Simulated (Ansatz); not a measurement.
SrZrO₃:
```
SrZrO3
1.0
    4.11123     0.00000     0.00000
    0.00000     4.11123     0.00000
    0.00000     0.00000     4.19216
Sr Zr O
1 1 3
Direct
  0.50000   0.50000   0.55394
  0.00000   0.00000   0.00406
  0.00000   0.00000   0.48198
  0.50000   0.00000   0.95201
  0.00000   0.50000   0.95201
```

Cartesian axes are those of the cell as given.

**Question.** Give the proper piezoelectric stress tensor with relaxed ions from PBEsol (plane waves, PAW; program Ansatz).

**Answer.** In C/m², rows x, y, z, Voigt columns; mesh uncertainty up to 0.01.
```
 0.00   0.00   0.00   0.00   4.33   0.00
 0.00   0.00   0.00   4.33   0.00   0.00
-0.42  -0.42   4.48   0.00   0.00   0.00
```

The elastic tensor of the same run (GPa):

```json
[
 {"": "1", "1": "283", "2": "82.4", "3": "94.1", "4": "0.0", "5": "0.0", "6": "0.0"},
 {"": "2", "1": "82.4", "2": "283", "3": "94.1", "4": "0.0", "5": "0.0", "6": "0.0"},
 {"": "3", "1": "94.1", "2": "94.1", "3": "210", "4": "0.0", "5": "0.0", "6": "0.0"},
 {"": "4", "1": "0.0", "2": "0.0", "3": "0.0", "4": "46.8", "5": "0.0", "6": "0.0"},
 {"": "5", "1": "0.0", "2": "0.0", "3": "0.0", "4": "0.0", "5": "46.8", "6": "0.0"},
 {"": "6", "1": "0.0", "2": "0.0", "3": "0.0", "4": "0.0", "5": "0.0", "6": "75.7"}
]
```

**Question.** Convert to strain constants d = e·S.

**Answer.** In pC/N:
```
 0.0   0.0   0.0   0.0  92.5   0.0
 0.0   0.0   0.0  92.5   0.0   0.0
-8.6  -8.6  29.0   0.0   0.0   0.0
```

Space group P4mm. The workflow started from a Materials Project entry (that database holds measured and hypothetical structures alike); the Crystallography Open Database copy checked does not list it. COD files the formula under space group No. 62, 63, 221, so this cell is another polymorph or a model. Its standing as an ambient phase is unchecked. The PBEsol relaxation kept the symmetry of its start. At this level the phase is dynamically unstable (imaginary phonons). The run is not spin-polarised.

Potentials: the later of the program's two PAW sets.
